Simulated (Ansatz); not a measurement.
# 6 guesses for Hf2SeS3 and where they end

Theory: DFT PBE, scalar-relativistic, plane waves, PAW in Ansatz. Settings: cutoff 420 eV, Γ-centred meshes spaced at most about 0.3 Å⁻¹, and about 0.25 Å⁻¹ or finer for metals (2π included), Gaussian smearing. No spin polarisation in the final relaxations.

Each guess was relaxed in cell and atoms at zero pressure, within the symmetry of its start. These are static total energies at zero pressure. Coordination counts S or Se atoms around Hf (for each partner element, those within 1.25 times its shortest distance or 1.15 times the sum of covalent radii, where it is the nearest in units of that sum or under 1.3; a plus sign parts groups by distance over the sum of covalent radii).

| guess | made from | start group | V start (Å³/atom) | end group | V end (Å³/atom) | coordination at the end | gap on mesh (eV) | E over the lowest end (meV/atom) |
| --- | --- | --- | --- | --- | --- | --- | --- | --- |
| 1 | Dy2Fe3Ni type | R-3m | 23.2 | R-3m | 20.6 | Hf 9 | 0 | 1092 |
| 2 | ZrCo3B2 type | P6/mmm | 22.5 | P6/mmm | 21.1 | Hf 6+3 | 0 | 106 |
| 3 | Sr2H3I type | P-3m1 | 21.3 | P-3m1 | 19.6 | Hf 10 | 0 | 123 |
| 4 | random cell | P6/mmm | 24.3 | P6/mmm | 32.8 | Hf 3 | 0 | 840 |
| 5 | CsLi2I3 type | P-4m2 | 24.9 | P-4m2 | 24.0 | Hf 2+4 | 0.28 | 0 |
| 6 | random cell | P6/mmm | 25.8 | ? | ? | ? | ? | ? |

Guess 6 as it starts:

```
CELL_PARAMETERS angstrom
5.08667 0.00000 0.00000
-2.54334 4.40519 0.00000
0.00000 0.00000 6.90220
ATOMIC_POSITIONS crystal
Hf 0.33333 0.66667 0.50000
Hf 0.66667 0.33333 0.50000
Se 0.00000 0.00000 0.00000
S 0.50000 0.00000 0.00000
S 0.00000 0.50000 0.00000
S 0.50000 0.50000 0.00000
```

Problem. Fill in the missing row: what does this guess relax into, and where does it rank?

Solution. It ends in space group P6/mmm (No. 191), with a = 6.951 Å, c = 3.189 Å, 22.2 Å³/atom and no gap. It lies 293 meV/atom over the lowest end, above guess 3 and below guess 4. Counting S or Se atoms around Hf, this end has Hf 6 and the lowest (guess 5) has Hf 2+4.

```cif
data_structure
_symmetry_space_group_name_H-M 'P 1'
_symmetry_Int_Tables_number 1
_cell_length_a 6.9511
_cell_length_b 6.9511
_cell_length_c 3.1894
_cell_angle_alpha 90.000
_cell_angle_beta 90.000
_cell_angle_gamma 120.000
_cell_volume 133.46
loop_
_atom_site_label
_atom_site_type_symbol
_atom_site_fract_x
_atom_site_fract_y
_atom_site_fract_z
_atom_site_occupancy
Hf1 Hf 0.33333 0.66667 0.50000 1
Hf2 Hf 0.66667 0.33333 0.50000 1
Se1 Se 0.00000 0.00000 0.00000 1
S1 S 0.50000 0.00000 0.00000 1
S2 S 0.00000 0.50000 0.00000 1
S3 S 0.50000 0.50000 0.00000 1
```

Energies over the elements count from the elements' standard structures at the same level, with no fitted energy shifts.

Problem. Is the lowest end bound against the elements?

Solution. Yes: its formation energy is −1.039 eV/atom. A negative formation energy is needed for stability but isn't enough: competing phases decide.

Spin–orbit coupling, which can matter for Hf, is left out. Kohn–Sham gaps at this level usually fall short of measured ones. The zero gap of P-3m1 may come from the functional, which often closes small gaps. A magnetic state wasn't ruled out in cells without spin, among them P6/mmm at 32.8 Å³/atom. The reference forms of S and Se are held partly by dispersion forces, which this level lacks. Cells relaxed within their symmetry can be saddle points. A lower structure may well exist outside this small set. Some candidate types were left out of the draw beforehand, so a known form may be missing.
